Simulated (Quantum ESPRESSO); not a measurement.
pw.x input (Quantum ESPRESSO 7.5; LDA, PseudoDojo standard norm-conserving files, scalar-relativistic):

```
&CONTROL
  calculation = 'scf'
  pseudo_dir = './pseudo'
  outdir = './out'
  tprnfor = .true.
  tstress = .true.
/
&SYSTEM
  ibrav = 0
  nat = 8
  ntyp = 1
  ecutwfc = 84.0
  ecutrho = 336.0
  occupations = 'smearing'
  smearing = 'fd'
  degauss = 0.002
  nbnd = 24
/
&ELECTRONS
  conv_thr = 8e-10
/
ATOMIC_SPECIES
N 14.0070 N.upf
CELL_PARAMETERS angstrom
  5.815100000000   0.000000000000   0.000000000000
  0.000000000000   5.815100000000   0.000000000000
  0.000000000000   0.000000000000   5.815100000000
ATOMIC_POSITIONS crystal
N   0.063900000000   0.063900000000   0.063900000000
N   0.436100000000   0.936100000000   0.563900000000
N   0.563900000000   0.436100000000   0.936100000000
N   0.936100000000   0.563900000000   0.436100000000
N   0.954140000000   0.954140000000   0.954140000000
N   0.545860000000   0.045860000000   0.454140000000
N   0.454140000000   0.545860000000   0.045860000000
N   0.045860000000   0.454140000000   0.545860000000
K_POINTS automatic
6 6 6 0 0 0
```

End of the output:

```
     total energy              =    -165.61884550 Ry
     estimated scf accuracy    <       0.00000814 Ry
     total energy              =    -165.61884767 Ry
     estimated scf accuracy    <       0.00000058 Ry
     total energy              =    -165.61884773 Ry
     estimated scf accuracy    <       0.00000008 Ry
[...]
     the Fermi energy is    -4.5406 ev
!    total energy              =    -165.61884775 Ry
     estimated scf accuracy    <          1.8E-10 Ry
     smearing contrib. (-TS)   =       0.00000000 Ry
     internal energy E=F+TS    =    -165.61884775 Ry
     The total energy is F=E-TS. E is the sum of the following terms:
     one-electron contribution =    -125.24251193 Ry
     hartree contribution      =      72.08633438 Ry
     xc contribution           =     -46.55777457 Ry
     ewald contribution        =     -65.90489562 Ry
     convergence has been achieved in   8 iterations
     Forces acting on atoms (cartesian axes, Ry/au):
     atom    1 type  1   force =    -0.02568325   -0.02568325   -0.02568325
     atom    2 type  1   force =     0.02568325    0.02568325   -0.02568325
     atom    3 type  1   force =    -0.02568325    0.02568325    0.02568325
     atom    4 type  1   force =     0.02568325   -0.02568325    0.02568325
     atom    5 type  1   force =     0.02563356    0.02563356    0.02563356
     atom    6 type  1   force =    -0.02563356   -0.02563356    0.02563356
     atom    7 type  1   force =     0.02563356   -0.02563356   -0.02563356
     atom    8 type  1   force =    -0.02563356    0.02563356   -0.02563356
     Total force =     0.125700     Total SCF correction =     0.000022
     Computing stress (Cartesian axis) and pressure
          total   stress  (Ry/bohr**3)                   (kbar)     P=      -19.03
  -0.00012934   0.00000000   0.00000000          -19.03        0.00        0.00
   0.00000000  -0.00012934   0.00000000            0.00      -19.03        0.00
   0.00000000   0.00000000  -0.00012934            0.00        0.00      -19.03
```
In a gapped system the printed Fermi energy is only some level inside the gap.

Geometry of the Materials Project entry, not relaxed at this level.
